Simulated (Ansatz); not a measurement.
Relaxed ZrPbO3 (cubic perovskite):

```
ZrPbO3
1.0
    8.21717     0.00000     0.00000
    4.10859     4.10859     0.00000
    0.00000     0.00000     4.10859
Zr Pb O
2 2 6
Cartesian
  0.00000   0.00000   0.00000
  4.10859   0.00000   0.00000
  2.05429   2.05429   2.05429
  6.16288   2.05429   2.05429
  2.05429   0.00000   0.00000
  6.16288   0.00000   0.00000
  8.21717   2.05429   0.00000
  4.10859   2.05429   0.00000
  0.00000   0.00000   2.05429
  4.10859   0.00000   2.05429
```

A phonon eigenvector at M = (0.5, 0.5, 0.0) is frozen into this cell: atom i moves by Q times the vector below, so Q is the largest atomic displacement, in Å. The cell is held. (q is in reciprocal vectors of the primitive cell; the cell shown is doubled to hold the pattern.)

| atom | x | y | z |
|---|---|---|---|
| O5 | 0.000 | 1.000 | 0.000 |
| O6 | 0.000 | -1.000 | 0.000 |
| O7 | -1.000 | 0.000 | 0.000 |
| O8 | 1.000 | 0.000 | 0.000 |

Atoms not listed stay in place.

Computed with LDA (plane waves to 420 eV, PAW, scalar-relativistic; Ansatz, a quantum-chemistry and plane-wave program). k mesh 8×8×8 (Γ-centred), Fermi-Dirac smearing 0.05 eV. Energies are smeared free energies. Compression counts positive. Spin-orbit coupling is left out, though Pb is heavy. This is a high-temperature form of ZrPbO3. ZrPbO3 is run without spin polarisation. ZrPbO3 was relaxed with its symmetry unable to fall. The zero of ΔE is the undisplaced structure.

```tsv
Q (Å)	ΔE (eV/cell)	−dE/dQ from forces (eV/Å)	P (GPa)
-0.660	0.196	5.174	-3.98
-0.550	-0.204	2.257	-3.52
-0.440	-0.334	0.246	-2.69
-0.330	-0.290	-0.902	-1.72
-0.220	-0.166	-1.219	-0.84
-0.110	-0.048	-0.828	-0.23
0.000	0.000	0.000	-0.01
0.110	-0.048	0.828	-0.23
0.220	-0.166	1.219	-0.84
0.330	-0.290	0.902	-1.72
0.440	-0.334	-0.246	-2.69
0.550	-0.204	-2.257	-3.52
0.660	0.196	-5.174	-3.98
```

Key numbers:

```
Property                                                                                                                        Value
-----------------------------------------------------------  ------------------------------------------------------------------------
Energy at Q = 0.660 Å                                                                                                    196 meV/cell
Space group of the distorted cell                                                                P4/mbm (No. 127), lowered from Pm-3m
Symmetry of the curve                                                                                   even: the same for both signs
Shape of the curve                                           a double well: the undisplaced structure is a maximum between two minima
Position of the deepest minimum (fit)                                                                                0.42 Å from zero
Depth of the well (fit)                                                                                 336 meV/cell, cell held fixed
Harmonic wavenumber from the curvature (finite differences)                                                                 187i cm⁻¹
Wavenumber by perturbation theory (DFPT, on another k mesh)                                                                 188i cm⁻¹
```

(A displaced cell: forces are minus the slopes of the energy, force constants its curvatures, and phonons follow from these.)
